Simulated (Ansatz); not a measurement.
Here is the system:

Ga3Mo:
```yaml
crystal:
  lattice:
    - [-1.87208, 1.87208, 4.22092]
    - [1.87208, -1.87208, 4.22092]
    - [1.87208, 1.87208, -4.22092]
  atoms:
    - { symbol: Ga, position: [0.50000, 0.50000, 0.00000] }
    - { symbol: Ga, position: [0.75000, 0.25000, 0.50000] }
    - { symbol: Ga, position: [0.25000, 0.75000, 0.50000] }
    - { symbol: Mo, position: [0.00000, 0.00000, 0.00000] }
```

This is the PBEsol-relaxed structure.

All from the program Ansatz at the PBEsol level (PAW), unless another level is named. Estimate the bulk modulus (Birch–Murnaghan fit).

147 GPa.

Next, the highest zone-centre frequency?

225 cm⁻¹.

Space group I4/mmm. A made-up cell: these elements were put on the sites of a structure type; neither database checked (COD, Materials Project) lists it. Its standing as an ambient phase is unchecked. The PBEsol relaxation kept the symmetry of its start; whether a distortion lowers the energy is not shown. The run is not spin-polarised. As this level gives no gap, phonon frequencies hold no LO–TO term and depend on the k-mesh and smearing (Fermi–Dirac, 0.1 eV here).

Potentials: the earlier of the program's two PAW sets. The files were generated under PBE; for other functionals the program regenerates the frozen cores, and for LDA and PBEsol the local potential too.
